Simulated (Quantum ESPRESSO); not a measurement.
# Zn4S2SeO: input and log of a self-consistent run

Computed values, not a measurement. The program is pw.x of Quantum ESPRESSO 7.5 (plane-wave density functional theory). The cell is made up: 8 atoms on a wurtzite lattice, with randomly drawn elements, strain and displacements, not relaxed. PseudoDojo standard norm-conserving files (v0.5 for PBE, v0.4.1 for LDA and PBEsol) set the functional; there is no spin polarisation, spin-orbit coupling or dispersion term, and the masses in the input are unused placeholders.

Input:

```
&control calculation='scf', pseudo_dir='./dojo.nc.sr.pbe.v0_5.standard.upf', outdir='./o', disk_io='medium', tprnfor=.true., tstress=.true. /
&system ibrav=0, nat=8, ntyp=4, nbnd=63, ecutwfc=85.99341389, nosym=.true., tot_charge=0,
 occupations='smearing', smearing='fd', degauss=0.0018374661
/
&electrons conv_thr=7.350e-09, electron_maxstep=60, /
ATOMIC_SPECIES
O 1.0 O.upf
S 1.0 S.upf
Se 1.0 Se.upf
Zn 1.0 Zn.upf
CELL_PARAMETERS angstrom
3.9549 0.0 0.0
0.0 6.8501 0.0
0.0 0.0 6.4583
ATOMIC_POSITIONS angstrom
Zn -0.0096 0.0459 0.0046
Zn 2.0563 3.4597 -0.0001
Zn 2.0128 1.1572 3.1024
Zn -0.0702 4.487 3.0688
S -0.0921 -0.0246 2.4351
S 1.9658 3.4337 2.4211
Se 2.1454 1.08 5.6725
O 0.1498 4.4971 5.7051
K_POINTS automatic
5 4 4 1 1 1
```

The log is shortened where brackets say so; the opening notice, blank lines, dates and the lines on written files are dropped, and the path of the files is cut. It prints rydbergs, bohrs and kilobars, and counts compression as positive stress.

```
     Program PWSCF v.7.5
     Parallel version (MPI & OpenMP), running on       1 processor cores
     Number of MPI processes:                 1
     Threads/MPI process:                     1
     [start-up lines left out]
     bravais-lattice index     =            0
     lattice parameter (alat)  =       7.4737  a.u.
     unit-cell volume          =    1180.7209 (a.u.)^3
     number of atoms/cell      =            8
     number of atomic types    =            4
     number of electrons       =       114.00
     number of Kohn-Sham states=           63
     kinetic-energy cutoff     =      85.9934  Ry
     charge density cutoff     =     343.9737  Ry
     scf convergence threshold =      7.3E-09
     mixing beta               =       0.7000
     number of iterations used =            8  plain     mixing
     Exchange-correlation= PBE
                           (   1   4   3   4   0   0   0)
     [axes and pseudopotential details left out]
   Cartesian axes
     site n.     atom                  positions (alat units)
         1        Zn     tau(   1) = (  -0.0024274   0.0116059   0.0011631  )
         2        Zn     tau(   2) = (   0.5199373   0.8747882  -0.0000253  )
         3        Zn     tau(   3) = (   0.5089383   0.2925991   0.7844446  )
         4        Zn     tau(   4) = (  -0.0177501   1.1345420   0.7759488  )
         5        S      tau(   5) = (  -0.0232876  -0.0062201   0.6157172  )
         6        S      tau(   6) = (   0.4970543   0.8682141   0.6121773  )
         7        Se     tau(   7) = (   0.5424663   0.2730790   1.4342967  )
         8        O      tau(   8) = (   0.0378771   1.1370958   1.4425396  )
     number of k points=    40  Fermi-Dirac smearing, width (Ry)=  0.0018
                       cart. coord. in units 2pi/alat
        k(    1) = (   0.1000000   0.0721687   0.0765468), wk =   0.0500000
        k(    2) = (   0.1000000   0.0721687   0.2296405), wk =   0.0500000
     [further k points left out]
     Dense  grid:   127109 G-vectors     FFT dimensions: (  45,  80,  75)
     Estimated max dynamical RAM per process >     199.99 MB
     Initial potential from superposition of free atoms
     starting charge     113.9993, renormalised to     114.0000
     Starting wfcs are   61 randomized atomic wfcs +    2 random wfcs
     total cpu time spent up to now is       12.5 secs
     per-process dynamical memory:   111.6 Mb
     Self-consistent Calculation
     iteration #  1     ecut=    85.99 Ry     beta= 0.70
     Davidson diagonalization with overlap
     ethr =  1.00E-02,  avg # of iterations =  4.2
     total cpu time spent up to now is       48.3 secs
     total energy              =   -1991.44637792 Ry
     estimated scf accuracy    <       1.20034495 Ry
     iteration #  2     ecut=    85.99 Ry     beta= 0.70
     Davidson diagonalization with overlap
     ethr =  1.05E-03,  avg # of iterations =  7.3
     total cpu time spent up to now is       92.5 secs
     total energy              =   -1990.37660238 Ry
     estimated scf accuracy    <      11.10875238 Ry
     iteration #  3     ecut=    85.99 Ry     beta= 0.70
     Davidson diagonalization with overlap
     ethr =  1.05E-03,  avg # of iterations =  5.7
     total cpu time spent up to now is      140.2 secs
     total energy              =   -1992.08866815 Ry
     estimated scf accuracy    <       0.46646006 Ry
     iteration #  4     ecut=    85.99 Ry     beta= 0.70
     Davidson diagonalization with overlap
     ethr =  4.09E-04,  avg # of iterations =  2.0
     total cpu time spent up to now is      176.6 secs
     total energy              =   -1992.10812434 Ry
     estimated scf accuracy    <       0.09570498 Ry
     iteration #  5     ecut=    85.99 Ry     beta= 0.70
     Davidson diagonalization with overlap
     ethr =  8.40E-05,  avg # of iterations =  3.7
     total cpu time spent up to now is      219.6 secs
     total energy              =   -1992.10261470 Ry
     estimated scf accuracy    <       0.02741100 Ry
     [iterations 6 to 7 left out]
     iteration #  8     ecut=    85.99 Ry     beta= 0.70
     Davidson diagonalization with overlap
     ethr =  1.54E-07,  avg # of iterations =  2.0
     total cpu time spent up to now is      361.2 secs
     total energy              =   -1992.10663592 Ry
     estimated scf accuracy    <       0.00001301 Ry
     iteration #  9     ecut=    85.99 Ry     beta= 0.70
     Davidson diagonalization with overlap
     ethr =  1.14E-08,  avg # of iterations =  2.4
     total cpu time spent up to now is      416.6 secs
     total energy              =   -1992.10663822 Ry
     estimated scf accuracy    <       0.00000210 Ry
     iteration # 10     ecut=    85.99 Ry     beta= 0.70
     Davidson diagonalization with overlap
     ethr =  1.84E-09,  avg # of iterations =  2.1
     total cpu time spent up to now is      463.3 secs
     total energy              =   -1992.10663845 Ry
     estimated scf accuracy    <       0.00000025 Ry
     iteration # 11     ecut=    85.99 Ry     beta= 0.70
     Davidson diagonalization with overlap
     ethr =  2.21E-10,  avg # of iterations =  3.7
     total cpu time spent up to now is      517.2 secs
     total energy              =   -1992.10663852 Ry
     estimated scf accuracy    <       0.00000007 Ry
     iteration # 12     ecut=    85.99 Ry     beta= 0.70
     Davidson diagonalization with overlap
     ethr =  6.33E-11,  avg # of iterations =  2.1
     total cpu time spent up to now is      557.8 secs
     End of self-consistent calculation
     [lines on levels left out]
!    total energy              =   -1992.10663853 Ry
     estimated scf accuracy    <          1.8E-09 Ry
     smearing contrib. (-TS)   =      -0.00000000 Ry
     internal energy E=F+TS    =   -1992.10663853 Ry
     The total energy is F=E-TS. E is the sum of the following terms:
     one-electron contribution =   -1647.67584618 Ry
     hartree contribution      =     839.35994229 Ry
     xc contribution           =    -248.77029693 Ry
     ewald contribution        =    -935.02043771 Ry
     convergence has been achieved in  12 iterations
     Forces acting on atoms (cartesian axes, Ry/au):
     atom    1 type  4   force =     0.06474437   -0.07827898    0.01821982
     atom    2 type  4   force =    -0.00603655    0.04912373   -0.03639248
     atom    3 type  4   force =    -0.01821876   -0.00507330    0.01134840
     atom    4 type  4   force =     0.01777691    0.01879270    0.04173842
     atom    5 type  2   force =     0.03032564   -0.00843692   -0.00687065
     atom    6 type  2   force =    -0.01326724   -0.00693863   -0.00325112
     atom    7 type  3   force =    -0.07104444    0.03536919   -0.03660816
     atom    8 type  1   force =    -0.00427994   -0.00455780    0.01181576
     Total force =     0.162521     Total SCF correction =     0.000295
     Computing stress (Cartesian axis) and pressure
          total   stress  (Ry/bohr**3)                   (kbar)     P=      -52.25
  -0.00030350  -0.00009937   0.00005107          -44.65      -14.62        7.51
  -0.00009937  -0.00040332  -0.00000975          -14.62      -59.33       -1.43
   0.00005107  -0.00000975  -0.00035884            7.51       -1.43      -52.79
     init_run     :     11.09s CPU     12.40s WALL (       1 calls)
     electrons    :    492.95s CPU    545.34s WALL (       1 calls)
     forces       :      6.53s CPU      6.60s WALL (       1 calls)
     stress       :     23.86s CPU     24.01s WALL (       1 calls)
     [timing details left out]
     PWSCF        :   8m54.65s CPU   9m51.44s WALL
     JOB DONE.
```

In other units: free energy -27103.992 eV for the cell, pressure -5.23 GPa, largest force component 2.013 eV/Å. A rerun of this cell at 1467 eV and a 7 x 6 x 6 mesh moved values by no more than 0.006 eV in energy, 0.06 GPa in stress and 0.002 eV/Å in force.